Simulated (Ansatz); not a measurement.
Starting cell, Cu (fcc, Cu type):

```xyz
2
Lattice="0.0000 3.6288 3.6288 1.8144 0.0000 1.8144 1.8144 1.8144 0.0000" Properties=species:S:1:pos:R:3 pbc="T T T"
Cu     0.0000     0.0000     0.0000
Cu     1.8144     1.8144     3.6288
```

A phonon eigenvector at L = (0.5, 0.0, 0.0) is frozen into this cell: atom i moves by Q times the vector below, so Q is the largest atomic displacement, in Å. The cell is held. (q is in reciprocal vectors of the primitive cell; the cell shown is doubled to hold the pattern.)

```json
[
 {"atom": "Cu1", "x": "0.577", "y": "-0.577", "z": "-0.577"},
 {"atom": "Cu2", "x": "-0.577", "y": "0.577", "z": "0.577"}
]
```

Method: PBE (plane waves to 420 eV, PAW, scalar-relativistic; Ansatz, a first-principles code). k mesh 11×22×22 (Γ-centred), Fermi-Dirac smearing 0.05 eV. The energy includes the smearing's −TS. With partly filled bands, energies and forces of such displacements shift with the k mesh and the smearing. Cu is run without spin polarisation. Cu was relaxed with its symmetry unable to fall. The PAW data are Ansatz's earlier set. ΔE is measured from the undisplaced structure.

**Question.** Estimate the ΔE (eV/cell) for Q (Å) = -0.280, -0.187, -0.093, -0.047, 0.047, 0.093, 0.187, 0.233.

**Answer.** 
| Q (Å) | ΔE (eV/cell) |
|---|---|
| -0.280 | 1.392 |
| -0.187 | 0.541 |
| -0.093 | 0.123 |
| -0.047 | 0.030 |
| 0.047 | 0.030 |
| 0.093 | 0.123 |
| 0.187 | 0.541 |
| 0.233 | 0.900 |

(A displaced cell: forces are minus the slopes of the energy, force constants its curvatures, and phonons follow from these.)
